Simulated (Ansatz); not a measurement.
Two states of GdGa3Cu

```yaml
crystal:
  lattice:
    - [0.01634, 4.22731, -0.01163]
    - [4.35282, 0.01634, 0.11345]
    - [2.03953, 2.13670, -5.28746]
  atoms:
    - { symbol: Gd, position: [0.12401, 0.11968, 0.75577] }
    - { symbol: Cu, position: [0.50922, 0.52370, 0.96098] }
    - { symbol: Ga, position: [0.87263, 0.35084, 0.26476] }
    - { symbol: Ga, position: [0.38359, 0.87718, 0.26005] }
    - { symbol: Ga, position: [0.71940, 0.73293, 0.54493] }
```

The numbers come from plane-wave PAW DFT (Ansatz): PBE, with U_eff = 4.49 eV on Cu d, U_eff = 5.61 eV on Gd f (atomic projectors), 420 eV, 5×5×4 (shifted by 0, 0.5, 0 steps) k points, fermi-dirac occupations (width 0.1393 eV). Nothing was relaxed.

State A: no moments (no spin polarisation). State B: Gd1 up (collinear spin).

**Question.** Compare the two self-consistent states.

**Answer.** State B is lower by 1589.1 meV an atom at zero smearing; in free energy at this smearing B lies -1588.3 meV an atom from A.

| state | free energy (meV/atom) | largest moment in a small sphere (μB) | net moment (μB/cell) | gap on mesh (eV) | pressure (GPa) | largest force (eV/Å) |
| --- | --- | --- | --- | --- | --- | --- |
| A | 1588.3 | 0.00 | 0.00 | metal | 0.7 | 2.04 |
| B | 0.0 | 7.13 | 7.22 | metal | -2.8 | 1.95 |

Origin: a strained cell with displaced atoms, so it need not be a known compound. Caveats: the k mesh is coarse if the cell is a metal; atoms or cell far from equilibrium; open f shell without moments.
